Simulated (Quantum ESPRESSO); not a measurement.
## Al2SiO2N2 (one run as intended and one with a planted mistake)

A calculation, not a measurement. The program is pw.x of Quantum ESPRESSO 7.5 (plane-wave density functional theory). The cell is made up: 7 atoms on a wurtzite lattice with one site empty, with randomly drawn elements, strain and displacements, not relaxed. PseudoDojo standard norm-conserving files (v0.5 for PBE, v0.4.1 for LDA and PBEsol) set the functional; there is no spin polarisation, spin-orbit coupling or dispersion term, and the masses in the input are unused placeholders.

Intended input:

```
&control calculation='scf', pseudo_dir='./dojo.nc.sr.pbe.v0_5.standard.upf', outdir='./o', disk_io='medium', tprnfor=.true., tstress=.true. /
&system ibrav=0, nat=7, ntyp=4, nbnd=22, ecutwfc=84.00895049, nosym=.true., tot_charge=0,
 occupations='smearing', smearing='fd', degauss=0.0018374661
/
&electrons conv_thr=7.350e-09, electron_maxstep=60, /
ATOMIC_SPECIES
Al 1.0 Al.upf
N 1.0 N.upf
O 1.0 O.upf
Si 1.0 Si.upf
CELL_PARAMETERS angstrom
2.9957 0.0 0.0
0.0 5.1886 0.0
0.0 0.0 4.8919
ATOMIC_POSITIONS angstrom
Al 0.0208 -0.015 0.0218
Si 1.44 2.6219 0.0017
Al 0.0214 3.4203 2.4234
O -0.0082 -0.0071 1.824
O 1.464 2.5555 1.8538
N 1.5162 0.8888 4.2731
N 0.0022 3.4827 4.2196
K_POINTS automatic
6 4 4 1 1 1
```

The log is shortened where brackets say so; the opening notice, blank lines, dates and the lines on written files are dropped, and the path of the files is cut. It prints rydbergs, bohrs and kilobars, and counts compression as positive stress. Where no state is partly filled, the Fermi energy that it prints is only some level between the filled and the empty states on the mesh, and need not lie in the true gap.

Log of the intended run:

```
     Program PWSCF v.7.5
     Parallel version (MPI & OpenMP), running on       1 processor cores
     Number of MPI processes:                 1
     Threads/MPI process:                     1
     [start-up lines left out]
     bravais-lattice index     =            0
     lattice parameter (alat)  =       5.6611  a.u.
     unit-cell volume          =     513.1244 (a.u.)^3
     number of atoms/cell      =            7
     number of atomic types    =            4
     number of electrons       =        32.00
     number of Kohn-Sham states=           22
     kinetic-energy cutoff     =      84.0090  Ry
     charge density cutoff     =     336.0358  Ry
     scf convergence threshold =      7.3E-09
     mixing beta               =       0.7000
     number of iterations used =            8  plain     mixing
     Exchange-correlation= PBE
                           (   1   4   3   4   0   0   0)
     [axes and pseudopotential details left out]
   Cartesian axes
     site n.     atom                  positions (alat units)
         1        Al     tau(   1) = (   0.0069433  -0.0050072   0.0072771  )
         2        Si     tau(   2) = (   0.4806890   0.8752212   0.0005675  )
         3        Al     tau(   3) = (   0.0071436   1.1417365   0.8089595  )
         4        O      tau(   4) = (  -0.0027373  -0.0023701   0.6088727  )
         5        O      tau(   5) = (   0.4887005   0.8530560   0.6188203  )
         6        N      tau(   6) = (   0.5061254   0.2966919   1.4264112  )
         7        N      tau(   7) = (   0.0007344   1.1625663   1.4085523  )
     number of k points=    48  Fermi-Dirac smearing, width (Ry)=  0.0018
                       cart. coord. in units 2pi/alat
        k(    1) = (   0.0833333   0.0721702   0.0765475), wk =   0.0416667
        k(    2) = (   0.0833333   0.0721702   0.2296424), wk =   0.0416667
     [further k points left out]
     Dense  grid:    53469 G-vectors     FFT dimensions: (  36,  60,  54)
     Estimated max dynamical RAM per process >      62.12 MB
     Initial potential from superposition of free atoms
     starting charge      31.9945, renormalised to      32.0000
     Starting wfcs are   28 randomized atomic wfcs
     total cpu time spent up to now is        7.1 secs
     per-process dynamical memory:    48.2 Mb
     Self-consistent Calculation
     iteration #  1     ecut=    84.01 Ry     beta= 0.70
     Davidson diagonalization with overlap
     ethr =  1.00E-02,  avg # of iterations =  3.3
     total cpu time spent up to now is       24.8 secs
     total energy              =    -124.85539001 Ry
     estimated scf accuracy    <       2.13792152 Ry
     iteration #  2     ecut=    84.01 Ry     beta= 0.70
     Davidson diagonalization with overlap
     ethr =  6.68E-03,  avg # of iterations =  2.6
     total cpu time spent up to now is       40.2 secs
     total energy              =    -124.45478727 Ry
     estimated scf accuracy    <       5.76812601 Ry
     [iterations 3 to 11 left out]
     iteration # 12     ecut=    84.01 Ry     beta= 0.70
     Davidson diagonalization with overlap
     ethr =  6.07E-10,  avg # of iterations =  2.0
     total cpu time spent up to now is      182.2 secs
     total energy              =    -125.82096227 Ry
     estimated scf accuracy    <       0.00000002 Ry
     iteration # 13     ecut=    84.01 Ry     beta= 0.70
     Davidson diagonalization with overlap
     ethr =  5.86E-11,  avg # of iterations =  2.2
     total cpu time spent up to now is      193.0 secs
     End of self-consistent calculation
     [lines on levels left out]
     the Fermi energy is     8.1915 ev
!    total energy              =    -125.82096227 Ry
     estimated scf accuracy    <          1.2E-09 Ry
     smearing contrib. (-TS)   =      -0.00000000 Ry
     internal energy E=F+TS    =    -125.82096227 Ry
     The total energy is F=E-TS. E is the sum of the following terms:
     one-electron contribution =     -22.75977244 Ry
     hartree contribution      =      31.31507836 Ry
     xc contribution           =     -36.82925589 Ry
     ewald contribution        =     -97.54701230 Ry
     convergence has been achieved in  13 iterations
     Forces acting on atoms (cartesian axes, Ry/au):
     atom    1 type  1   force =    -0.00613996    0.15563825    0.04694277
     atom    2 type  4   force =     0.03773646   -0.20317482   -0.02914225
     atom    3 type  1   force =    -0.03446084    0.10627709   -0.07652189
     atom    4 type  3   force =     0.00223614   -0.15062957   -0.02848631
     atom    5 type  3   force =     0.02873657    0.04827157   -0.09538788
     atom    6 type  2   force =    -0.00810536    0.12928505    0.07438713
     atom    7 type  2   force =    -0.02000301   -0.08566758    0.10820843
     Total force =     0.407282     Total SCF correction =     0.000056
     Computing stress (Cartesian axis) and pressure
          total   stress  (Ry/bohr**3)                   (kbar)     P=      -19.38
   0.00044383  -0.00011156  -0.00001297           65.29      -16.41       -1.91
  -0.00011156  -0.00095145   0.00024359          -16.41     -139.96       35.83
  -0.00001297   0.00024359   0.00011232           -1.91       35.83       16.52
     init_run     :      6.65s CPU      6.93s WALL (       1 calls)
     electrons    :    175.42s CPU    185.90s WALL (       1 calls)
     forces       :      3.09s CPU      3.15s WALL (       1 calls)
     stress       :     11.55s CPU     11.64s WALL (       1 calls)
     [timing details left out]
     PWSCF        :   3m16.92s CPU   3m28.00s WALL
     JOB DONE.
```

A second run has one planted mistake: the k-point mesh is too coarse. The input lines that differ, file-writing options aside:

```
- 6 4 4 1 1 1
+ 2 2 2 1 1 1
```

Its log:

```
     Program PWSCF v.7.5
     Parallel version (MPI & OpenMP), running on       1 processor cores
     Number of MPI processes:                 1
     Threads/MPI process:                     1
     [start-up lines left out]
     bravais-lattice index     =            0
     lattice parameter (alat)  =       5.6611  a.u.
     unit-cell volume          =     513.1244 (a.u.)^3
     number of atoms/cell      =            7
     number of atomic types    =            4
     number of electrons       =        32.00
     number of Kohn-Sham states=           22
     kinetic-energy cutoff     =      84.0090  Ry
     charge density cutoff     =     336.0358  Ry
     scf convergence threshold =      7.3E-09
     mixing beta               =       0.7000
     number of iterations used =            8  plain     mixing
     Exchange-correlation= PBE
                           (   1   4   3   4   0   0   0)
     [axes and pseudopotential details left out]
   Cartesian axes
     site n.     atom                  positions (alat units)
         1        Al     tau(   1) = (   0.0069433  -0.0050072   0.0072771  )
         2        Si     tau(   2) = (   0.4806890   0.8752212   0.0005675  )
         3        Al     tau(   3) = (   0.0071436   1.1417365   0.8089595  )
         4        O      tau(   4) = (  -0.0027373  -0.0023701   0.6088727  )
         5        O      tau(   5) = (   0.4887005   0.8530560   0.6188203  )
         6        N      tau(   6) = (   0.5061254   0.2966919   1.4264112  )
         7        N      tau(   7) = (   0.0007344   1.1625663   1.4085523  )
     number of k points=     4  Fermi-Dirac smearing, width (Ry)=  0.0018
                       cart. coord. in units 2pi/alat
        k(    1) = (   0.2500000   0.1443405   0.1530949), wk =   0.5000000
        k(    2) = (   0.2500000   0.1443405  -0.1530949), wk =   0.5000000
     [further k points left out]
     Dense  grid:    53469 G-vectors     FFT dimensions: (  36,  60,  54)
     Estimated max dynamical RAM per process >      62.12 MB
     Initial potential from superposition of free atoms
     starting charge      31.9945, renormalised to      32.0000
     Starting wfcs are   28 randomized atomic wfcs
     total cpu time spent up to now is        2.0 secs
     per-process dynamical memory:    47.0 Mb
     Self-consistent Calculation
     iteration #  1     ecut=    84.01 Ry     beta= 0.70
     Davidson diagonalization with overlap
     ethr =  1.00E-02,  avg # of iterations =  3.0
     total cpu time spent up to now is        3.8 secs
     total energy              =    -124.92736531 Ry
     estimated scf accuracy    <       2.07934048 Ry
     iteration #  2     ecut=    84.01 Ry     beta= 0.70
     Davidson diagonalization with overlap
     ethr =  6.50E-03,  avg # of iterations =  2.5
     total cpu time spent up to now is        5.2 secs
     total energy              =    -124.85213379 Ry
     estimated scf accuracy    <       4.39802832 Ry
     [iterations 3 to 12 left out]
     iteration # 13     ecut=    84.01 Ry     beta= 0.70
     Davidson diagonalization with overlap
     ethr =  1.84E-10,  avg # of iterations =  2.0
     total cpu time spent up to now is       19.5 secs
     total energy              =    -125.86866729 Ry
     estimated scf accuracy    <          7.9E-09 Ry
     iteration # 14     ecut=    84.01 Ry     beta= 0.70
     Davidson diagonalization with overlap
     ethr =  2.47E-11,  avg # of iterations =  2.0
     total cpu time spent up to now is       20.8 secs
     End of self-consistent calculation
     [lines on levels left out]
     the Fermi energy is     7.8900 ev
!    total energy              =    -125.86866729 Ry
     estimated scf accuracy    <          1.4E-09 Ry
     smearing contrib. (-TS)   =      -0.00000000 Ry
     internal energy E=F+TS    =    -125.86866729 Ry
     The total energy is F=E-TS. E is the sum of the following terms:
     one-electron contribution =     -22.72253268 Ry
     hartree contribution      =      31.20121016 Ry
     xc contribution           =     -36.80033247 Ry
     ewald contribution        =     -97.54701230 Ry
     convergence has been achieved in  14 iterations
     Forces acting on atoms (cartesian axes, Ry/au):
     atom    1 type  1   force =    -0.00578928    0.15536718    0.05108216
     atom    2 type  4   force =     0.03574517   -0.21746500   -0.02298954
     atom    3 type  1   force =    -0.03422181    0.11101259   -0.07693473
     atom    4 type  3   force =     0.00195532   -0.15539245   -0.02677763
     atom    5 type  3   force =     0.02879597    0.04308548   -0.09952749
     atom    6 type  2   force =    -0.00743928    0.13847056    0.07111282
     atom    7 type  2   force =    -0.01904609   -0.07507837    0.10403441
     Total force =     0.416967     Total SCF correction =     0.000046
     Computing stress (Cartesian axis) and pressure
          total   stress  (Ry/bohr**3)                   (kbar)     P=      -29.53
  -0.00001419  -0.00011290  -0.00001583           -2.09      -16.61       -2.33
  -0.00011290  -0.00081323   0.00020146          -16.61     -119.63       29.64
  -0.00001583   0.00020146   0.00022511           -2.33       29.64       33.11
     init_run     :      1.80s CPU      1.88s WALL (       1 calls)
     electrons    :     17.11s CPU     18.77s WALL (       1 calls)
     forces       :      0.42s CPU      0.44s WALL (       1 calls)
     stress       :      1.50s CPU      1.54s WALL (       1 calls)
     [timing details left out]
     PWSCF        :     20.98s CPU     22.84s WALL
     JOB DONE.
```

```
                                            intended run  run with the mistake
                          free energy (eV)     -1711.881             -1712.530
                    smearing term -TS (eV)        0.0000                0.0000
                            pressure (GPa)         -1.94                 -2.95
            largest force component (eV/Å)         5.224                 5.591
largest change of a force component (eV/Å)                               0.367
                                iterations            13                    14
```

For scale, a rerun of the intended cell at 1437 eV and a 8 x 6 x 6 mesh moved values by no more than 0.002 eV in energy, 0.02 GPa in stress and 0.002 eV/Å in force.